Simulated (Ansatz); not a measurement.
BP:
```yaml
crystal:
  lattice:
    - [0.00000, 2.26819, 2.26819]
    - [2.26819, 0.00000, 2.26819]
    - [2.26819, 2.26819, 0.00000]
  atoms:
    - { symbol: B, position: [0.25000, 0.25000, 0.25000] }
    - { symbol: P, position: [0.50000, 0.50000, 0.50000] }
```

Relaxed with r²SCAN. Special points in fractions of this cell's reciprocal vectors: Γ (0.000, 0.000, 0.000); X (0.500, 0.000, 0.500); U (0.625, 0.250, 0.625); K (0.375, 0.375, 0.750); L (0.500, 0.500, 0.500); W (0.500, 0.250, 0.750).

Task: List the band energies nearest the valence-band maximum at these points for plane-wave PAW r²SCAN (Ansatz code).

Result: In eV from the valence-band maximum; about four levels below and three above (degenerate sets whole), none deeper than 8.9 eV; … stands for higher levels left out; points with the same levels are listed once.

| k | below | above |
|---|---|---|
| Γ | 0.00 0.00 0.00 | 3.60 3.60 3.60 |
| X | -4.36 -4.36 | 1.50 1.89 … |
| U | -8.71 -6.52 -3.72 | 2.37 6.42 10.36 |
| L | -1.87 -1.87 | 4.11 4.99 4.99 |
| W | -8.63 -5.94 -5.74 | 5.74 7.17 7.79 |

Space group F-43m (zinc blende). The r²SCAN relaxation kept the symmetry of its start; phonons on a q-mesh show no instability. The volume moved by 17 % from the start of the relaxation.

Potentials: the later of the program's two PAW sets.
